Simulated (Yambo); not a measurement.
Yambo input for a free-standing SnS2 monolayer (symmetry P-3m1, slab cell 15.9 Å high) (a = b = 3.6651 Å, c = 15.9000 Å, α = β = 90.00°, γ = 120.00°), on PBE (stringent potentials; Quantum ESPRESSO, PseudoDojo norm-conserving, 102 Ry, without SOC) wavefunctions on a 24×24×1 mesh:

```
rim_cut
optics
chi
dipoles
kernel
RandQpts= 1000000
RandGvec= 2 Ry
CUTGeo= "slab z"
FFTGvecs= 30 Ry
Chimod= "HARTREE"
NGsBlkXd= 2 Ry
% QpntsRXd
 1 | 1 |
%
% BndsRnXd
 5 | 51 |
%
GrFnTpXd= "R"
% EnRngeXd
 0.0 | 20.0 | eV
%
% DmRngeXd
 0.2 | 0.2 | eV
%
CGrdSpXd= 50
ETStpsXd= 161
% LongDrXd
 1.0 | 0.0 | 0.0 |
%
```

First lines of the file o-*.alpha_q1_inv_rpa_dyson:

```
Polarizability  ( -<<X>> ) @ Q(1):   1.00000000     0.00000000     0.00000000    [q->0 direction]
#
# Polarizability units: length
#
# [ X ] Hartree size     :   69
# [GEN] GF Energies     : Perdew, Burke & Ernzerhof(X)+Perdew, Burke & Ernzerhof(C)
# [GEN] Green`s Function     : Retarded
#
# [GEN] Gauge     : Length
# [GEN] [r,Vnl] included     : yes
#
#    E[1] [eV]     Im(alpha)     Re(alpha)     Im(alpha_o)     Re(alpha_o)
#
     0.000000     -0.146344E-7     6.035701     0.20607E-17     6.875926
     0.125000     0.014709     6.040235     0.016637     6.881057
     0.250000     0.029632     6.053902     0.033508     6.896518
     0.375000     0.044992     6.076893     0.050860     6.922523
     0.500000     0.061039     6.109542     0.068963     6.959435
     0.625000     0.078060     6.152338     0.088132     7.007793
     0.750000     0.096406     6.205953     0.108748     7.068331
     0.875000     0.116521     6.271284     0.131290     7.142029
     1.000000     0.138997     6.349508     0.156394     7.230171
     1.125000     0.164663     6.442174     0.184945     7.334439
     1.250000     0.194746     6.551324     0.218246     7.457046
     1.375000     0.231195     6.679679     0.258352     7.600927
     1.500000     0.277387     6.830823     0.308799     7.769946
     1.625000     0.339739     7.009065     0.376265     7.968764
     1.750000     0.430914     7.216779     0.473879     8.200190
     1.875000     0.568642     7.443676     0.620233     8.454310
     2.000000     0.753143     7.665422     0.816919     8.706650
     2.125000     0.970076     7.874956     1.050916     8.948604
     2.250000     1.210272     8.062306     1.311771     9.167285
     2.375000     1.430345     8.258542     1.551483     9.395287
     2.500000     1.693013     8.517628     1.834110     9.692138
     2.625000     2.043446     8.794926     2.208400     10.01344
     2.750000     2.500777     9.072591     2.696543     10.34298
     2.875000     3.112094     9.257453     3.349813     10.58285
     3.000000     3.747729     9.247976     4.033576     10.62636
     3.125000     4.256917     9.071167     4.584098     10.51549
     3.250000     4.575974     9.016668     4.967728     10.56191
     3.375000     4.994951     9.063397     5.499546     10.72249
     3.500000     5.371664     9.173907     6.046985     10.95373
     3.625000     5.942170     9.624129     6.890752     11.50909
     3.750000     7.358252     10.12795     8.730644     11.98394
```
(The file goes on to the top of the energy range; α is in bohr.) Convergence of the RPA response with its 24×24×1 mesh was not tested.

Geometry relaxed with PBE+D3(BJ).
